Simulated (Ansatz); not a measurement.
Be (hcp, Mg type)

```
CELL_PARAMETERS angstrom
      4.52630     0.00000     0.00000
     -1.13157     1.95994     0.00000
      0.00000     0.00000     3.56313
ATOMIC_POSITIONS crystal
  Be 0.16667 0.66667 0.75000
  Be 0.66667 0.66667 0.75000
  Be 0.33333 0.33333 0.25000
  Be 0.83333 0.33333 0.25000
```

A phonon eigenvector at M = (0.5, 0.0, 0.0) is frozen into this cell: atom i moves by Q times the vector below, so Q is the largest atomic displacement, in Å. The cell is held. (q is in reciprocal vectors of the primitive cell; the cell shown is doubled to hold the pattern.)

```tsv
atom	x	y	z
Be1	-0.500	0.866	0.000
Be2	0.500	-0.866	0.000
Be3	-0.500	0.866	0.000
Be4	0.500	-0.866	0.000
```

Level of theory: r2SCAN (plane waves to 500 eV, PAW, scalar-relativistic; Ansatz, a program for electronic structure). k mesh 23×23×13 (Γ-centred), Fermi-Dirac smearing 0.05 eV. With partly filled bands, energies and forces of such displacements shift with the k mesh and the smearing. Be was relaxed with its symmetry unable to fall. The PAW data are Ansatz's earlier set. 

```csv
Q (Å),−dE/dQ from forces (eV/Å)
-0.100,2.187
-0.083,1.843
-0.067,1.487
-0.050,1.123
-0.033,0.752
-0.017,0.377
0.000,0.000
0.017,-0.377
0.033,-0.752
0.050,-1.123
0.067,-1.487
0.083,-1.843
0.100,-2.187
```

What harmonic wavenumber does the curvature at Q = 0 give?

413 cm⁻¹. E″ = 22.64 eV/Å², M = Σ mᵢ|uᵢ|² = 36.0 u, ν̃ = 521.5·√(|E″|/M).

(For displaced atoms, the force is minus the slope of the energy, and its curvature is a force constant, which sets phonon frequencies.)
